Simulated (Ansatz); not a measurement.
TiC (rock salt), conventional cell a = b = c = 4.3330 Å, α = β = γ = 90.00°. The calculation uses the primitive cell of 2 atoms, to which meshes and values per cell refer.

The relaxed cell is deformed in two ways at once: its volume V is scaled, and at that volume it is stretched along z (the c axis of the conventional cell) so that c/a changes. Fractional atomic positions are held.

Calculation: PBE (plane waves to 420 eV, PAW, scalar-relativistic; Ansatz, an electronic-structure program). k mesh 18×18×18 (Γ-centred), Fermi-Dirac smearing 0.05 eV. Energies are smeared free energies. With partly filled bands, the response to shear is sensitive to the k mesh, so small differences along c/a are uncertain. TiC is run without spin polarisation. TiC was relaxed with its symmetry unable to fall. ΔE is measured from the relaxed starting cell.

### Question
Estimate the ΔE (eV/atom) for all points of the grid V/V₀ = 0.960, 0.980, 1.000, 1.020, 1.040 by (c/a)/(c/a)₀ = 0.920, 0.960, 1.000, 1.040, 1.080.

### Answer
ΔE (eV/atom), with V/V₀ across and (c/a)/(c/a)₀ down:

```tsv
(c/a)/(c/a)₀ \ V/V₀	0.960	0.980	1.000	1.020	1.040
0.920	0.086	0.071	0.063	0.062	0.067
0.960	0.030	0.019	0.014	0.016	0.024
1.000	0.014	0.003	0.000	0.003	0.012
1.040	0.028	0.016	0.012	0.014	0.022
1.080	0.066	0.052	0.045	0.045	0.050
```

(A scan under strain: stresses follow from slopes of the energy per volume, elastic moduli from its curvatures.)
